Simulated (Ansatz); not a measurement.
**AlB2As3 (P4/mmm)**

Method: Ansatz, DFT PBE, scalar-relativistic, plane waves, PAW.

Settings: cutoff 420 eV, Γ-centred mesh 10×10×6 on the computed 6-atom cell, Gaussian smearing of 0.10 eV; no spin polarisation.

The structure is relaxed at this level of theory with its symmetry kept, and needn't be the ground state of this composition.

```
Al B As
1.0
     3.79123    0.00000    0.00000
     0.00000    3.79123    0.00000
     0.00000    0.00000    8.02458
Al B As
1 2 3
Cartesian
  0.0000 0.0000 4.0123
  0.0000 0.0000 6.0721
  0.0000 0.0000 1.9525
  0.0000 0.0000 0.0000
  1.8956 1.8956 4.0123
  1.8956 1.8956 0.0000
```

| Property | Result |
| --- | --- |
| Space group | P4/mmm (No. 123) |
| Volume per atom | 129.7 bohr³ |
| Formation energy from the elements' standard states (uncorrected) | +1.144 eV/atom |
| Kohn–Sham band gap | none (metal) |
| Density of states at the Fermi level | 3.4 states/eV per cell |
| Orbital (Löwdin) character within 0.5 eV of the Fermi level | As 4p 55 %, B 2p 32 % |
| Bader charge by site (e) | Al (1 in the cell) 2.04, B (2 in the cell) -0.39, As (1 in the cell) -0.23, As (1 in the cell) -0.99, As (1 in the cell) -0.05 |

Another cell of AlB2As3 relaxed alike, in Cmmm, lies 0.66 eV/atom lower, so this cell isn't the stable form at this level.

The cell was found from a structure generator's guess, not taken from experiment. Löwdin shares on free-atom orbitals overweight diffuse shells.
